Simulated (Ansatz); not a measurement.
Relaxed-ion elastic tensor of Si in space group R-3 (No. 148; Si on 18f, Si on 6c) in GPa (Voigt order), DFT-r²SCAN in the program Ansatz with PAW potentials; density 2.56 g/cm³, 18.19 Å³ per atom.

```tsv
	1	2	3	4	5	6
1	195	39.4	40.8	8.6	-10.6	0.0
2	39.4	195	40.8	-8.6	10.6	0.0
3	40.8	40.8	153	0.0	0.0	0.0
4	8.6	-8.6	0.0	70.1	0.0	10.6
5	-10.6	10.6	0.0	0.0	70.1	8.6
6	0.0	0.0	0.0	10.6	8.6	77.6
```

Question: Is the crystal mechanically stable?

Answer: Yes: the smallest eigenvalue of C is 59.7 GPa.

Question: Work out the Voigt, Reuss and Hill averages.

Answer: K_V = 87.2, K_R = 86.2, K_H = 86.7; G_V = 71.7, G_R = 69.1, G_H = 70.4 GPa.

Question: Give Young's modulus, Poisson's ratio, Pugh's ratio and the universal anisotropy index.

Answer: E = 9KG/(3K + G) = 166 GPa; ν = 0.18; K/G = 1.23 (brittle by the Pugh limit of 1.75); A_U = 5G_V/G_R + K_V/K_R − 6 = 0.19.

Question: Estimate the sound speeds and the Debye temperature.

Answer: v_l = √((K + 4G/3)/ρ) = 8390 m/s, v_t = √(G/ρ) = 5240 m/s, mean 5770 m/s; Θ = (h/k)(3n/4πV)^(1/3) v_m = 654 K.

Question: How much does each axis shrink under pressure?

Answer: Linear compressibilities β_i = Σ_j S_ij (j = 1 to 3): x 3.5, y 3.5, z 4.7 per TPa.

The workflow started from a Materials Project entry (that database holds measured and hypothetical structures alike); the Crystallography Open Database copy checked does not list it. It is not the phase usual at ambient conditions (space group No. 227). The cell was relaxed with r²SCAN under the symmetry of its start; whether a distortion lowers the energy is not shown. As this level gives no gap, shear constants depend on the k-mesh and smearing (Fermi–Dirac, 0.1 eV here).

Potentials: the later of the program's two PAW sets.
